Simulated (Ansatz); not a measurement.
Hf₂InC:
```xyz
8
Lattice="3.2888 0.0000 0.0000 -1.6444 2.8481 0.0000 0.0000 0.0000 14.7095" Properties=species:S:1:pos:R:3 pbc="T T T"
Hf     1.6444     0.9494     8.5671
Hf     0.0000     1.8988     6.1424
Hf     0.0000     1.8988     1.2123
Hf     1.6444     0.9494    13.4971
In     1.6444     0.9494     3.6774
In     0.0000     1.8988    11.0321
C      0.0000     0.0000     7.3547
C      0.0000     0.0000     0.0000
```

Relaxed with PBEsol. Special points in fractions of this cell's reciprocal vectors: Γ (0.000, 0.000, 0.000); M (0.500, 0.000, 0.000); K (0.333, 0.333, 0.000); A (0.000, 0.000, 0.500); L (0.500, 0.000, 0.500); H (0.333, 0.333, 0.500).

List the band energies nearest the Fermi level at these points for DFT-PBEsol in the program Ansatz with PAW potentials.

In eV from the Fermi level; about four levels below and three above (degenerate sets whole), none deeper than 8.9 eV; points with the same levels are listed once.

```
k                                below                          above
-  -----------------------------------  -----------------------------
Γ              -2.81 -2.81 -2.70 -1.69            0.53 1.05 1.27 1.27
M              -1.69 -1.59 -0.91 -0.88                 2.13 3.09 3.15
K        -0.99 -0.99 -0.99 -0.99 -0.01                 1.56 1.79 1.79
A  -2.82 -2.82 -2.82 -2.82 -2.20 -2.20  0.83 0.83 1.28 1.28 1.28 1.28
L              -1.62 -1.62 -0.89 -0.89            2.63 2.63 3.35 3.35
H              -1.19 -1.19 -0.79 -0.79            0.69 0.69 1.72 1.72
```

Space group P6_3/mmc. The first step of the workflow began from a Materials Project structure, measured or hypothetical; the Crystallography Open Database copy checked does not list it. Its standing as an ambient phase is unchecked. Symmetry was held in the PBEsol relaxation; of distortions, only those at the zone centre were tested. The run is not spin-polarised. Scalar-relativistic: spin–orbit coupling is off unless named, which matters more the heavier the elements.

Potentials: the later of the program's two PAW sets.
